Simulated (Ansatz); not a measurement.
A: HfO₂ (tetragonal-ZrO2 type, space group P4_2/nmc), a = 3.5671 Å, b = 3.5671 Å, c = 5.1659 Å, α = 90.00°, β = 90.00°, γ = 90.00°
B: Ni (hcp, Mg type), a = 2.447 Å, b = 2.447 Å, c = 4.017 Å, α = 90.00°, β = 90.00°, γ = 120.00°
C: YOF (space group R-3m), a = b = 3.7742 Å, c = 18.8184 Å, α = β = 90.00°, γ = 120.00°
D: SnO2 (rutile), a = 4.769 Å, b = 4.769 Å, c = 3.212 Å, α = 90.00°, β = 90.00°, γ = 90.00°

Scan: energy over volume and axial ratio (atoms clamped). All come from one method, each on a k mesh of its own. All were relaxed with their symmetry unable to fall. HfO2 is run without spin polarisation. Relaxed Ni ends ferromagnetic. Spin-orbit coupling is left out. This is a high-temperature form of HfO2. This is one of several known forms of Ni; the measured ambient cells at hand have space group No. 225. YOF is run without spin polarisation. Other magnetic orders were not checked, so this need not be the ground state. (This holds for the magnetic or f-shell members.)

Problem. Put the candidates in order of modulus against c/a change at fixed volume, (3/4V)·∂²E/∂(ln c/a)² (fitted), lowest first, for PBEsol (plane waves to 420 eV, PAW, scalar-relativistic; Ansatz, an electronic-structure program).

Solution. C (73 GPa), D (107 GPa), B (128 GPa), A (179 GPa)

(A scan under strain: stresses follow from slopes of the energy per volume, elastic moduli from its curvatures.)
